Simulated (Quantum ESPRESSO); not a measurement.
Kohn-Sham bands of CsPbI3 (cubic perovskite)

```
CsPbI3
1.0
    6.27514     0.00000     0.00000
    0.00000     6.27514     0.00000
    0.00000     0.00000     6.27514
Cs Pb I
1 1 3
Direct
  0.50000   0.50000   0.50000
  0.00000   0.00000   0.00000
  0.00000   0.00000   0.50000
  0.50000   0.00000   0.00000
  0.00000   0.50000   0.00000
```

Structure: Materials Project mp-1069538, symmetrised, not relaxed again. Not found in the COD (Crystallography Open Database) copy used, which has the formula in other groups; not checked further. Method: PBEsol plane waves in Quantum ESPRESSO 7.5 (PseudoDojo norm-conserving files, 56 Ry, spinors with spin-orbit coupling), Bloch states on a 4×4×4 mesh through Γ, Wannier90 4.0.1. Density: 6×6×6 mesh, Gaussian smearing 0.01 Ry. With spin-orbit coupling a semilocal functional can close or falsely invert a small gap; the band order was not checked against a better method.

List the Kohn-Sham levels between −8 and 3.0 eV relative to the Fermi level at the high-symmetry points, as a band run of pw.x on that density gives them (levels within 2 meV counted together).


```csv
point,k (reciprocal lattice),levels (eV)
Γ,0.000 0.000 0.000,"-7.95 (×4), -6.99 (×2), -4.15 (×2), -4.03 (×4), -2.22 (×2), -1.81 (×4), -1.37 (×2), -1.20 (×4), 2.66 (×2)"
X,0.000 0.500 0.000,"-7.94 (×4), -7.61 (×2), -3.97 (×2), -3.96 (×2), -2.59 (×2), -2.37 (×2), -1.85 (×2), -1.71 (×2), -1.59 (×2), -1.36 (×2), -1.01 (×2), 1.72 (×2)"
M,0.500 0.500 0.000,"-7.95 (×2), -7.94 (×2), -3.82 (×2), -2.94 (×2), -2.35 (×2), -2.18 (×2), -1.99 (×2), -1.77 (×2), -1.51 (×2), -1.11 (×2), -0.47 (×2), 0.89 (×2), 2.07 (×2)"
R,0.500 0.500 0.500,"-7.97 (×4), -2.87 (×4), -2.34 (×2), -1.65 (×4), -1.63 (×2), -0.85 (×4), -0.01 (×2), 0.00 (×2), 1.55 (×4)"
```
